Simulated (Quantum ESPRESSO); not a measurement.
```
CELL_PARAMETERS angstrom
      4.42338     0.00000     0.00000
      0.00000     4.42338     0.00000
      0.00000     0.00000     2.88340
ATOMIC_POSITIONS crystal
  O  0.80636 0.19367 0.50000
  O  0.19367 0.80636 0.50000
  O  0.30636 0.30636 0.00000
  O  0.69367 0.69367 0.00000
  Ge 0.50001 0.50001 0.50000
  Ge 0.00001 0.00001 0.00000
```

Cell and atoms were relaxed with PBEsol from Materials Project entry mp-1072104, within its symmetry.

Problem. What does norm-conserving PBE (stringent potentials; Quantum ESPRESSO, 124 Ry, scalar-relativistic) give for the electronic structure near the Fermi level?

Solution. The PBE gap is direct, 1.68 eV at Γ. Spin-orbit splittings are left out.
